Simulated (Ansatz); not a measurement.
Data:

Ti:
```yaml
crystal:
  lattice:
    - [2.86485, 0.00000, 0.00000]
    - [-1.43242, 2.48103, 0.00000]
    - [0.00000, 0.00000, 4.53043]
  atoms:
    - { symbol: Ti, position: [0.33333, 0.66667, 0.25000] }
    - { symbol: Ti, position: [0.66667, 0.33333, 0.75000] }
```

This is the LDA-relaxed structure. Cartesian axes are those of the cell as given.

Task: All from LDA in the plane-wave PAW code Ansatz, unless another level is named. Estimate the highest zone-centre frequency.

Result: 215 cm^-1.

Task: Predict the Debye temperature from the elastic constants.

Result: 348 K.

Task: Next, the elastic constants (relaxed ions, GPa)?

Result: C11 = 168, C12 = 115, C13 = 92.7, C33 = 205, C44 = 33.4.

Space group P6_3/mmc (hcp (Mg type)). Symmetry was held in the LDA relaxation; of distortions, only those at the zone centre were tested. The run is not spin-polarised. As this level gives no gap, shear constants depend on the k-mesh and smearing (Fermi–Dirac, 0.1 eV here). As this level gives no gap, phonon frequencies hold no LO–TO term and depend on the k-mesh and smearing (Fermi–Dirac, 0.1 eV here).

Potentials: the earlier of the program's two PAW sets.
